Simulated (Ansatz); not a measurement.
The relaxed structure here is a generated cell of W: the first start was made by placing the elements on the sites of a structure type, and the end was not matched to a known phase here, so it may be hypothetical. Known forms of W include space group No. 229.

A relaxed cell of W (Pm-3m (No. 221)), relaxed on a k-mesh at least as fine as the one used below. All values below come from PBEsol (plane waves to 420 eV, PAW, scalar-relativistic; Ansatz, a program for electronic structure). Γ-centred k-mesh 12×6×12 on the run's cell (coarser than for final values), Fermi–Dirac smearing 0.05 eV.

```
W
1.0
    2.61107     0.00000     0.00000
    0.00000     5.22214     0.00000
    0.00000     0.00000     2.61107
W
2
Cartesian
  0.00000   0.00000   0.00000
  0.00000   2.61107   0.00000
```

The atoms are displaced by (Å):

```tsv
atom	ux	uy	uz
W1	0.116	-0.070	0.057
W2	0.116	-0.012	-0.026
```

Q: What forces (eV/Å) and pressure result?

A: 
| atom | Fx | Fy | Fz |
|---|---|---|---|
| W1 | 0.00 | 0.92 | 0.23 |
| W2 | 0.00 | -0.92 | -0.23 |

Pressure 0.0 GPa.

Q: Estimate the energy cost of the displacement in the harmonic approximation and compare with the calculation.

A: For a harmonic well ΔE = −½ Σ F·u = 0.017 eV a cell, or 9 meV/atom. The calculated energy relative to the undisplaced cell is -0.03 eV/atom, so anharmonic terms matter at this amplitude.

The undisplaced cell is probably no minimum: from this displacement the run went on to Im-3m (No. 229), 1.51 eV/atom below it.

No spin polarisation in the result.
